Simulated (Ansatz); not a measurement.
This cell of TiAl (CuAu type, space group P4/mmm) is off equilibrium:

```xyz
4
Lattice="5.6485 0.0000 0.0000 0.0000 2.8243 0.0000 0.0000 0.0000 4.0708" Properties=species:S:1:pos:R:3 pbc="T T T"
Al     1.4121     1.4121     2.0354
Al     4.6324     1.8081     2.0354
Ti     0.0000     0.0000     0.0000
Ti     2.8243     0.0000     0.0000
```

Computed with PBE (plane waves to 420 eV, PAW, scalar-relativistic; Ansatz, a first-principles code). k mesh 7×13×9 (Γ-centred), Fermi-Dirac smearing 0.05 eV. The energy includes the smearing's −TS. Stress and pressure are positive under compression. With partly filled bands, energies and forces of such displacements shift with the k mesh and the smearing. TiAl is run without spin polarisation. TiAl was relaxed with its symmetry unable to fall.

Problem. Predict the force on every atom, in eV/Å.

Solution. 
```json
[
 {"atom": "Al1", "Fx": "1.130", "Fy": "-0.112", "Fz": "0.000"},
 {"atom": "Al2", "Fx": "-3.048", "Fy": "-1.739", "Fz": "0.000"},
 {"atom": "Ti3", "Fx": "1.271", "Fy": "1.459", "Fz": "0.000"},
 {"atom": "Ti4", "Fx": "0.647", "Fy": "0.393", "Fz": "0.000"}
]
```

Problem. What is the stress tensor (GPa)?

Solution. 
```
    6.0      0.6      0.0
    0.6      1.0      0.0
    0.0      0.0      8.2
```
The pressure, a third of the trace, is 5.1 GPa.

Problem. In it atom 2 sits (0.396, 0.396, 0.000) Å away from its relaxed site. What is its energy relative to the relaxed cell?

Solution. 913 meV/cell.

(A displaced cell: forces are minus the slopes of the energy, force constants its curvatures, and phonons follow from these.)
